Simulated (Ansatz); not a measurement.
V2InC in space group P6_3/mmc (No. 194; V on 4f, In on 2d, C on 2a), plane-wave PAW PBEsol (Ansatz code), all energies at zero smearing, with the estimated change up to a 700 eV cutoff added, with one set of potentials and settings (totals compare only within such a set). Cell of 8 atoms (4 V, 2 In, 2 C): -23088.827 eV.

```csv
element,reference phase,E (eV/atom)
V,"Im-3m, 1 atoms in the cell",-2885.2930
In,"I4/mmm, 1 atoms in the cell",-5525.4106
C,"P6_3/mmc, 4 atoms in the cell",-246.6950
```

Formation energy per atom, worked out: (-23088.827 − 4×(-2885.2930) − 2×(-5525.4106) − 2×(-246.6950))/8 = -0.430 eV/atom (-42 kJ per mol of atoms), at 0 K, without zero-point energy or fitted corrections.

The first step of the workflow began from a Materials Project structure, measured or hypothetical; the Crystallography Open Database copy checked does not list it. Its standing as an ambient phase is unchecked. Symmetry was held in the PBEsol relaxation; of distortions, only those at the zone centre were tested. The run is not spin-polarised. The references are the lowest solids computed at this level, not always the standard phases.

Potentials: the later of the program's two PAW sets.
